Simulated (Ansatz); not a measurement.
**CrSTe (Janus 2H monolayer) from LDA to hybrids**

All numbers come from the PAW code Ansatz. Note: simulated data, non-magnetic, for a generated structure that need not be the stable one.

CrSTe (Janus 2H monolayer), relaxed with r2SCAN. In-plane lattice: a = 3.272 Å, b = 3.272 Å, γ = 120.0°; thickness between the outer nuclei 3.14 Å. Around Cr lie 3 S at 2.32 Å and 3 Te at 2.61 Å; around S lie 3 Cr at 2.32 Å; around Te lie 3 Cr at 2.61 Å and 6 Te at 3.27 Å.

```
CELL_PARAMETERS angstrom
3.27230 0.00000 0.00000
-1.63615 2.83390 0.00000
0.00000 0.00000 30.55023
ATOMIC_POSITIONS crystal
Cr 0.33333 0.66667 0.29946
S 0.66667 0.33333 0.34358
Te 0.66667 0.33333 0.24074
```
Two periodic directions, a and b.

Relaxed lattice by functional, symmetry kept:
```csv
functional,k mesh,a (Å),thickness (Å)
PBE,12×12×1,3.273,3.18
r2SCAN,12×12×1,3.272,3.14
PBEsol,12×12×1,3.216,3.16
LDA,12×12×1,3.189,3.14
```

Gaps on the r2SCAN cell, each the least over its mesh and the special points:

| level | k mesh | gap (eV) | kind | edges | least direct gap (eV) | rough cost |
| --- | --- | --- | --- | --- | --- | --- |
| LDA | 12×12×1 | 0.20 | indirect | Γ → K | 0.74 | 40 core-seconds |
| PBE | 12×12×1 | 0.21 | indirect | Γ → K | 0.74 | 50 core-seconds |
| PBE+SOC | 12×12×1 | 0.21 | indirect | Γ → K | 0.68 | 3 core-minutes |
| r2SCAN | 12×12×1 | 0.24 | indirect | Γ → K | 0.76 | 80 core-seconds |
| r2SCANh | 6×6×1 | 0.67 | indirect | Γ → K | 1.17 | 23 core-minutes |
| HSE06 | 6×6×1 | 0.62 | indirect | Γ → K | 1.10 | 14 core-minutes |
| PBE0 | 6×6×1 | 1.31 | indirect | Γ → K | 1.77 | 14 core-minutes |
| LC-ωPBE | 6×6×1 alone | 4.66 | indirect | Γ → K | 4.79 | 16 core-minutes |

PBE, PBE+SOC: smearing of 0.02 eV; the others have fixed occupations.
Wave cutoffs: 420 eV, 500 eV (r2SCAN, r2SCANh).
A mesh marked alone had no extra points solved.
Costs come from shared machines and give only the order; PBE's includes the band path. The runs had 4 threads of Intel(R) Xeon(R) Processor @ 2.50GHz (Skylake/Cascade Lake), with other jobs on the host.

HSE06 gives an indirect gap of 0.62 eV, from Γ to K; the least direct gap is 1.10 eV at K. Spin-orbit coupling changes the PBE gap by -0.008 eV, to 0.21 eV.

r2SCAN covers 6 % of the step from PBE to HSE06, while HSE06 needs about 10 times r2SCAN's rough cost (on a coarser mesh). For gaps to 0.1 eV, spin-orbit coupling (up to 0.06 eV here) is at the margin. All these functionals give a gap of the same kind, indirect.

Only the levels marked +SOC include spin-orbit coupling.

For some runs the program warns that the potential is rough where the density is thin, which bears on empty states near the vacuum.
